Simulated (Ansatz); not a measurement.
GeMo (rock salt, Fm-3m), DFT-r²SCAN in the program Ansatz with PAW potentials, all energies at zero smearing, with the estimated change up to a 700 eV cutoff added, with one set of potentials and settings (totals compare only within such a set). Cell of 2 atoms (1 Ge, 1 Mo): -9269.537 eV.

| element | reference phase | E (eV/atom) |
|---|---|---|
| Ge | Fd-3m, 2 atoms in the cell | -4302.9041 |
| Mo | Im-3m, 1 atoms in the cell | -4967.5975 |

Formation energy per atom, worked out: (-9269.537 − 1×(-4302.9041) − 1×(-4967.5975))/2 = 0.482 eV/atom (47 kJ per mol of atoms), at 0 K, without zero-point energy or fitted corrections.

A made-up cell: these elements were put on the sites of a structure type; neither database checked (COD, Materials Project) lists it. Whether it is the stable phase at ambient conditions was not checked. The cell was relaxed with r²SCAN under the symmetry of its start. At this level the phase is mechanically unstable. The run is not spin-polarised. The references are the lowest solids computed at this level, not always the standard phases.

Potentials: the later of the program's two PAW sets.
